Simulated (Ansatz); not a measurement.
Geometry optimisation in Ansatz: input, command and trajectory.

```yaml
crystal:
  lattice:
    - [4.9263155678, 0.0, 0.0]
    - [0.0, 6.0350586715, 0.0]
    - [0.0, 0.0, 3.6812281559]
  atoms:
    - { symbol: Cu, position: [0.0, 0.0, 0.0] }
    - { symbol: Cu, position: [0.5, 0.5, 0.5] }
    - { symbol: Se, position: [0.1891510689, 0.3829345481, 0.0] }
    - { symbol: Se, position: [0.8108489311, 0.6170654519, 0.0] }
    - { symbol: Se, position: [0.6891510689, 0.1170654519, 0.5] }
    - { symbol: Se, position: [0.3108489311, 0.8829345481, 0.5] }
basis:
  ecutwfc: 420
kpoints:
  mp_grid: { grid: [8, 6, 10] }
hamiltonian:
  xc: pbesol
scf:
  occupations: { method: gaussian, width: 0.1 }
output:
  forces: true
  stress: true
  eigenvalues: true
  write_density: true
  write_potential: true
  elf: true
  volumetric_format: npy
relax:
  adjacent_minimum: "off"
  f_tol: 0.01
  max_steps: 30
  cell: { stress_tol: 0.1, fix: [volume] }
```

```bash
ansatz run input.yaml --threads 1 --pin off --max-ram 2560MiB --backend cpu --events-out ev --progress --plain --runs-dir out
```

Theory: DFT PBEsol, scalar-relativistic, plane waves, PAW (Ansatz).

The volume is held at 0.97 times that of the relaxed cell.

Of 4 frames 3 are shown, positions in Å and forces in eV/Å; the SCF threshold varies from step to step. Steps run on the plane waves of an earlier cell, with a Pulay correction in the pressure. The basis is chosen afresh for the last frame, the zero of the energies, and at times for earlier ones too; energy and pressure step there, also at an unchanged geometry.

```xyz
6
Lattice="4.9263 0.0000 0.0000 0.0000 6.0351 0.0000 0.0000 0.0000 3.6812" Properties=species:S:1:pos:R:3:forces:R:3 pbc="T T T" step=1 free_energy_over_end_meV_per_atom=0.54 pressure_GPa=2.93
Cu    0.0000    0.0000    0.0000    0.0000    0.0000    0.0000
Cu    2.4632    3.0175    1.8406    0.0000    0.0000    0.0000
Se    0.9318    2.3110    0.0000    0.0920   -0.1109    0.0000
Se    3.9945    3.7240    0.0000   -0.0920    0.1109    0.0000
Se    3.3950    0.7065    1.8406    0.0920    0.1109    0.0000
Se    1.5313    5.3286    1.8406   -0.0920   -0.1109    0.0000
6
Lattice="4.9422 0.0000 0.0000 0.0000 6.0432 0.0000 0.0000 0.0000 3.6644" Properties=species:S:1:pos:R:3:forces:R:3 pbc="T T T" step=2 free_energy_over_end_meV_per_atom=0.04 pressure_GPa=2.69
Cu    0.0000    0.0000    0.0000    0.0000    0.0000    0.0000
Cu    2.4711    3.0216    1.8322    0.0000    0.0000    0.0000
Se    0.9336    2.3078    0.0000    0.0253   -0.0349    0.0000
Se    4.0086    3.7354    0.0000   -0.0253    0.0349    0.0000
Se    3.4047    0.7138    1.8322    0.0253    0.0349    0.0000
Se    1.5375    5.3294    1.8322   -0.0253   -0.0349    0.0000
6
Lattice="4.9428 0.0000 0.0000 0.0000 6.0415 0.0000 0.0000 0.0000 3.6650" Properties=species:S:1:pos:R:3:forces:R:3 pbc="T T T" step=4 free_energy_over_end_meV_per_atom=0.00 pressure_GPa=2.62
Cu    0.0000    0.0000    0.0000    0.0000    0.0000    0.0000
Cu    2.4714    3.0207    1.8325    0.0000    0.0000    0.0000
Se    0.9348    2.3048    0.0000   -0.0030   -0.0058    0.0000
Se    4.0080    3.7367    0.0000    0.0030    0.0058    0.0000
Se    3.4062    0.7160    1.8325   -0.0030    0.0058    0.0000
Se    1.5366    5.3255    1.8325    0.0030   -0.0058    0.0000
```

The run took 4 min on 1 thread of Arm Neoverse V2 (shared host), peak memory 0.79 GiB.